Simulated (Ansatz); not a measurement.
A geometry of B away from equilibrium: step 2 of the relaxation of a relaxed B cell displaced along its unstable phonon at q = (½, 0, 0) of its primitive reciprocal cell (281i cm⁻¹), largest move 0.15 Å. The numbers are results of PBE (plane waves to 420 eV, PAW, scalar-relativistic; Ansatz, a quantum-chemistry and plane-wave program), not measurements. Γ-centred k-mesh 21×21×4 on the run's cell (coarser than for final values), Fermi–Dirac smearing 0.05 eV.

```yaml
crystal:
  lattice:
    - [3.40283, -0.00075, 0.00000]
    - [-0.85103, 1.47403, 0.00000]
    - [0.00000, 0.00000, 7.97469]
  atoms:
    - { symbol: B, position: [0.15885, 0.65885, 0.22869] }
    - { symbol: B, position: [0.65885, 0.65885, 0.27131] }
    - { symbol: B, position: [0.34115, 0.34115, 0.72869] }
    - { symbol: B, position: [0.84115, 0.34115, 0.77131] }
```

Predict the force on each atom, in eV/Å.


```
atom    Fx    Fy     Fz
----  ----  ----  -----
B1    0.00  0.00  -0.51
B2    0.00  0.00   0.51
B3    0.00  0.00  -0.51
B4    0.00  0.00   0.51
```

What is the pressure?

-1.7 GPa, compression positive.

How far above the relaxed end point is this geometry?

0.19 eV/atom; the path ends in Cmcm (No. 63).

No spin polarisation in the result.

The run could not lose the symmetry of its start, so the end can be a saddle point.

The end of the path is a generated cell of B: the first start was made by placing the elements on the sites of a structure type, and the end was not matched to a known phase here, so it may be hypothetical.
